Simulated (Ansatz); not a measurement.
The relaxed structure here is a generated cell of Bi: the first start was made by a random draw of sites in a space group, and the end was not matched to a known phase here, so it may be hypothetical. Known forms of Bi include space group No. 166.

One stationary structure of Bi. Level of theory: PBEsol (plane waves to 420 eV, PAW, scalar-relativistic; Ansatz, a quantum-chemistry and plane-wave program).

```xyz
1
Lattice="1.6902 -2.9260 0.0000 1.6902 2.9260 0.0000 0.0000 0.0000 3.2462" Properties=species:S:1:pos:R:3 pbc="T T T"
Bi     1.6902     0.0000     0.0000
```

**Question.** Determine the symmetry and give the standard cell with its independent sites.

**Answer.** Space group P6/mmm (No. 191); a = b = 3.380 Å, c = 3.246 Å, α = β = 90.00°, γ = 120.00°

```json
[
 {"atom": "Bi", "site": "1a", "symmetry": "6/mmm", "x": "0.0000", "y": "0.0000", "z": "0.0000"}
]
```

This is the AFLOW prototype A_hP1_191_a (A_f, as in Sn).

**Question.** Give the shortest distances between elements (the closest pairs, up to four, under 3.6 Å).

**Answer.** Bi–Bi 3.25 Å.

- Volume per atom: 32.11 Å³
- Band gap: zero (metallic)

No spin polarisation in the result.

The run could not lose the symmetry of its start: the end is stationary, and may be a saddle point rather than a minimum.
